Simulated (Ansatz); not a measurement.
Consider the following.

SiMo2N:
```yaml
crystal:
  lattice:
    - [2.98931, 0.00000, 0.00000]
    - [-1.49465, 2.58881, 0.00000]
    - [0.00000, 0.00000, 12.94101]
  atoms:
    - { symbol: Si, position: [0.33333, 0.66667, 0.75000] }
    - { symbol: Si, position: [0.66667, 0.33333, 0.25000] }
    - { symbol: Mo, position: [0.33333, 0.66667, 0.09944] }
    - { symbol: Mo, position: [0.66667, 0.33333, 0.59944] }
    - { symbol: Mo, position: [0.66667, 0.33333, 0.90056] }
    - { symbol: Mo, position: [0.33333, 0.66667, 0.40056] }
    - { symbol: N, position: [0.00000, 0.00000, 0.00000] }
    - { symbol: N, position: [0.00000, 0.00000, 0.50000] }
```

This is the PBE-relaxed structure.

Question: All from the program Ansatz at the PBE level (PAW), unless another level is named. Give the electronic character.

Answer: metallic (no gap).

Question: Next, the formation energy from the elements (no fitted shifts)?

Answer: -0.13 eV/atom.

Question: Predict the density of states at the Fermi level.

Answer: 1.1 states/eV per atom (mean over ±0.08 eV).

Space group P6_3/mmc. The start of the workflow was typed in or built on a structure type; neither database checked (COD, Materials Project) lists it. Its standing as an ambient phase is unchecked. Symmetry was held in the PBE relaxation; its stability against distortions is not shown here. The workflow began spin-polarised and lost its moments. The references are the lowest solids computed at this level, not always the standard phases (solids in place of the gases). Spin–orbit coupling is left out wherever it is not named.

Potentials: the earlier of the program's two PAW sets.
